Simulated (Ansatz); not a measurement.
**RuBr₂ (CdI2-type structure)**

Method: PBEsol, scalar-relativistic; no spin polarisation; PAW, 420 eV, 10×10×6 k-mesh, Gaussian smearing of 0.05 eV; code Ansatz. The datasets are Ansatz's generated set soft_2.

```yaml
crystal:
  lattice:
    - [3.72425, 0.00000, 0.00000]
    - [-1.86212, 3.22529, 0.00000]
    - [0.00000, 0.00000, 5.79956]
  atoms:
    - { symbol: Ru, position: [0.00000, 0.00000, 0.00000] }
    - { symbol: Br, position: [0.33333, 0.66667, 0.22140] }
    - { symbol: Br, position: [0.66667, 0.33333, 0.77860] }
```

The cell came from substitution into a structure type; whether the compound takes it is for experiment to say.

The cell above was scaled in volume, and shape and atoms were relaxed at each volume within its symmetry. Energies are counted from the cell above.

```csv
V (Å³/atom),ΔE (meV/atom),P (GPa),gap on the mesh (eV)
22.29,?,?,?
22.76,0.3,0.31,0.79
23.22,0.0,0.00,0.81
23.69,0.2,-0.18,0.83
24.15,0.8,-0.26,0.85
```

Q: Fill in the withheld row.

A: ΔE (meV/atom): 1.5, P (GPa): 0.65, gap on the mesh (eV): 0.77.

Q: Can a bulk modulus be trusted from these points?

A: No. The energies are smooth (scatter 0.00 meV/atom), but the fit's B0′ of 20.9 is out of the usual range: the curve is too flat or too lopsided over this range, as for soft or weakly bound crystals, and a third-order form can't fix it.

Kohn–Sham gaps of semilocal functionals lie under measured ones, often by a third or more. The structure is built of weakly bound layers, and this functional has no dispersion term, so their spacing and all that hangs on it (volume, the soft elastic constants, low modes, dielectric constants) are poorly given.
